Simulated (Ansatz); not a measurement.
Structure from Materials Project entry mp-104 (possibly hypothetical), not relaxed further.

Sb: DFT, r2SCAN, all-electron PAW with datasets made for the crystal, scalar-relativistic (Ansatz 0.2.0).

```yaml
crystal:
  lattice:
    - [2.177067324, 1.2569304056, 3.8298803211]
    - [-2.177067324, 1.2569304056, 3.8298803211]
    - [0.0, -2.5138608111, 3.8298803211]
  atoms:
    - { symbol: Sb, position: [0.26825625, 0.26825625, 0.26825625] }
    - { symbol: Sb, position: [0.73174375, 0.73174375, 0.73174375] }
kpoints:
  mp_grid: { grid: [11, 11, 11] }
  band_path:
    path:
      - [0.0, 0.0, 0.0]
      - [0.5, 0.5, 0.5]
      - [0.7615273227, 0.2384726773, 0.5]
      - [0.5, -0.2384726773, 0.2384726773]
      - [0.5, 0.0, 0.0]
      - [0.0, 0.0, 0.0]
      - [0.3692363387, -0.3692363387, 0.0]
      - [0.6307636613, 0.0, 0.3692363387]
      - [0.5, 0.0, 0.5]
    npoints: 8
scf:
  occupations: { method: fermi_dirac, width: 0.05 }
hamiltonian:
  xc: r2scan
  pseudopotentials: { kind: all_electron, datasets: crystal }
output:
  forces: true
  stress: true
  eigenvalues: true
  efg: { contact_densities: true }
```

Output:

```
hamiltonian.pseudopotentials.datasets: crystal makes datasets for this crystal and solves the spheres of its atoms anew in each pass: cutoff 240.0 eV, the density's 1680.0 eV; for an error of 0.50 meV an atom under PBE, 1.0 meV for the cell; an energy difference from a run of another recipe may be off by several times the error for the cell, under r2SCAN by more, where some 0.1 meV an atom stays at smaller errors; Sb in spheres of 1.376 Å, 15 of its electrons in bands
Sb: output.efg is read without spin–orbit coupling, which moves field gradients at and beside such atoms by some per cent and up to a factor of two; PAW files take it under magnetization.noncollinear and magnetization.spin_orbit
Engine: ansatz 0.2.0
Pseudopotentials: kind: all_electron
Pseudopotential: Sb, paw, valence charge 15, recommended cutoff 240 eV (normal), Koelling and Harmon's equation, gaussian nucleus
Functional definition: r2SCAN
  parameter k0 = 0.174
  parameter k1 = 0.065
  parameter a1 = 4.9479
  exchange = r2scan_x(k0 = k0, k1 = k1, a1 = a1)
  correlation = r2scan_c
Crystal: 2 atoms, lattice volume = 62.881 Å³
Basis set: ecut = 240 eV, 543 PW (Γ), exchange–correlation on 96×96×96 points (27 copies of the dense FFT grid, shifted against one another)
Bands: 19, of which v1, the nominal top of the filled ones, is band 15 counted from 1 (14 counted from 0)
Symmetry: 12 space group operations
Space group: R-3m (ITA 166), of the structure as read, at distance tolerance 4.0e-5 Å
k-points: 146 of 1331
Non-local potential: Sb, projectors of the file, l = 0: 1, l = 1: 1, l = 2: 2
PAW form: soft (Blöchl's): semilocal exchange-correlation on the pseudo side does not see the compensation charge
PAW one-centre angular grid: Sb, 590 points (default); XC on its mesh's 1863 points in the sphere
Initial density: superposition of atomic densities (neutral atoms: chi_scale 0, normalization atom)
Initial wavefunctions: pseudopotential atomic-orbital guess
Functional: x = r2scan, c = r2scan; τ floored in thin density (d = 2e-4 eV/Å³)
iter 1 solved again at ethr=4.15e-4 eV; its pass at ethr=1.00e-1 eV (dr2=1.25e-1 eV) is discarded
SCF iter   1: F=—  HF=-352784.826413 eV  |F-HF|=—  |Δ(HF+E_count)|=         —  Δρ=1.60e-2  dr2=1.33e-1  dr2_τ=7.47e-4  ethr=4.15e-4  ⟨swp⟩=4.5  Hψ=15016  notcnv=0
preconditioner: auto → none  [insulator: Δε(μ)=0.171 eV  Ē_g=8.979 eV  σ=0.050 eV  W_gap=0.67  n_scr=14 (ndim 8)  ℏωp=14.8 eV  f_vac=0.000  D(μ)=0.09/eV (n_scr^D=0)  ε∞_Penn≈3.7]
SCF iter   2: F=—  HF=-352784.865525 eV  |F-HF|=—  |Δ(HF+E_count)|=   3.91e-2  Δρ=8.48e-3  dr2=3.66e-2  dr2_τ=6.03e-6  ethr=4.15e-4  ⟨swp⟩=2.1  Hψ=5560  notcnv=0  defer=4
iter 3 solved again at ethr=2.28e-6 eV; its pass at ethr=1.22e-4 eV (dr2=6.83e-4 eV) is discarded
SCF iter   3: F=—  HF=-352784.878157 eV  |F-HF|=—  |Δ(HF+E_count)|=   1.26e-2  Δρ=8.59e-4  dr2=7.05e-4  dr2_τ=6.42e-6  ethr=2.28e-6  ⟨swp⟩=3.0  Hψ=13118  notcnv=0
SCF iter   4: F=—  HF=-352784.878008 eV  |F-HF|=—  |Δ(HF+E_count)|=   1.49e-4  Δρ=6.54e-4  dr2=3.55e-4  dr2_τ=1.12e-6  ethr=2.28e-6  ⟨swp⟩=3.1  Hψ=5770  notcnv=0
SCF iter   5: F=—  HF=-352784.877904 eV  |F-HF|=—  |Δ(HF+E_count)|=   1.04e-4  Δρ=1.76e-4  dr2=2.85e-5  dr2_τ=2.42e-7  ethr=1.18e-6  ⟨swp⟩=3.0  Hψ=5741  notcnv=0
SCF iter   6: F=—  HF=-352784.877903 eV  |F-HF|=—  |Δ(HF+E_count)|=   1.27e-6  Δρ=3.59e-5  dr2=9.46e-7  dr2_τ=8.69e-9  ethr=9.50e-8  ⟨swp⟩=3.0  Hψ=5744  notcnv=0
SCF iter   7: F=—  HF=-352784.877904 eV  |F-HF|=—  |Δ(HF+E_count)|=   5.60e-7  Δρ=5.72e-6  dr2=1.03e-8  dr2_τ=5.97e-10  ethr=3.15e-9  ⟨swp⟩=3.0  Hψ=5780  notcnv=0
SCF iter   8: F=-352784.877904 eV  HF=-352784.877904 eV  |F-HF|=7.57e-10  |Δ(HF+E_count)|=   7.42e-8  Δρ=1.20e-6  dr2=9.97e-10  dr2_τ=5.51e-12  ethr=3.44e-11  ⟨swp⟩=3.3  Hψ=7249  notcnv=0
SCF 1 converged in 8 iterations: F = -352784.877904 eV  dr2 = 9.97e-10
  Residual-converged pass: ⟨swp⟩=2.6  Hψ=4228  notcnv=0  max |occ|·‖R‖ = 5.3e-6 eV (tolerance 5.3e-6 eV)  dr2=9.69e-10  dr2_τ=6.40e-12  dr2_onsite=2.26e-9  max |Δocc| = 5.4e-9
  greatest PAW one-centre occupation: 1.000 electrons in one spin orbital (limit 2), on the Sb atom at site 0 (counted from 0), in its partial waves of l = 2
NSCF: frozen V_eff on 65 k-points
SCF converged after 8 iterations
Free energy (F): -352784.877904 eV
Harris-Foulkes:  -352784.877904 eV  (|F-HF|=7.57e-10)
Internal energy: -352784.876940 eV  (E = F + TS)
E sigma→0 (E₀):  -352784.877422 eV
Entropy (-TS):   -0.000964 eV (-0.482 meV/atom)
Past the cutoff: the bands carry plane waves up to 2.50 times it, of which those up to 1.5 times it add -0.000893 eV an atom, each by itself; the spheres take 0.000849 eV an atom off the energy for waves past 2.50 times it
Past the cutoffs: a stress includes 0.0010 GPa for waves and charges beyond them, in addition to the slope of what the spheres take
In the spheres:  the bands' charges fall short by 1.1e-6 e at most (sound up to 1e-3)
Fermi energy:    12.093853 eV
--- Per-component energies (eV) ---
  The terms above E_closure are by the made datasets' own strengths, without shells solved beside the bands.
--- Forces (eV/Å), atoms counted from 1 ---
  atom   1  Sb    -0.00000000    -0.00000000    -0.00249616
  atom   2  Sb     0.00000000     0.00000000     0.00249616
  max |Σ_I F_I| component: 9.25e-18 eV/Å
--- Stress (GPa, compression-positive) ---
       -0.136994       0.000000      -0.000000
        0.000000      -0.136994       0.000000
       -0.000000       0.000000       0.259928
  P = ⅓ Tr σ = -0.0047 GPa (-0.047 kbar)
--- PAW observables at the nuclei: V_zz in 10²¹ V/m², potentials from the cell's mean, atoms counted from 1 ---
  atom   1  Sb V_zz =    -7.168875   η = -0.0000   by run symmetry: allowed
            electrostatic potential = -8409.198725 V   contact ρ = 1347725.858267 e/Å³
  atom   2  Sb V_zz =    -7.168875   η = 0.0000   by run symmetry: allowed
            electrostatic potential = -8409.198725 V   contact ρ = 1347725.858267 e/Å³
--- Band table (eV; the first three rows and the last of 146) ---
  k-point 0: bands = ["-18.3252", "-18.3252", "-18.2381", "-18.2381", "-18.2072", "-18.1235", "-18.1235", "-18.1163", "-18.0450", "-18.0450", "-1.0783", "6.9711", "9.8156", "10.0308", "10.0308", "13.9628", "14.6608", "14.6608"]
  k-point 1: bands = ["-18.3223", "-18.3206", "-18.2365", "-18.2353", "-18.2053", "-18.1257", "-18.1247", "-18.1185", "-18.0494", "-18.0481", "-0.9855", "6.5549", "9.8442", "10.0029", "10.1880", "13.9616", "14.4421", "14.4728"]
  k-point 2: bands = ["-18.3141", "-18.3073", "-18.2323", "-18.2272", "-18.1998", "-18.1320", "-18.1300", "-18.1236", "-18.0619", "-18.0570", "-0.7085", "5.6025", "9.8295", "9.9367", "10.5512", "13.6862", "13.9638", "13.9852"]
  k-point 145: bands = ["-18.2842", "-18.2829", "-18.2226", "-18.2212", "-18.1907", "-18.1349", "-18.1340", "-18.1314", "-18.0916", "-18.0904", "0.4277", "2.9425", "9.4003", "10.2059", "11.5206", "12.5828", "12.6379", "14.1815"]
```
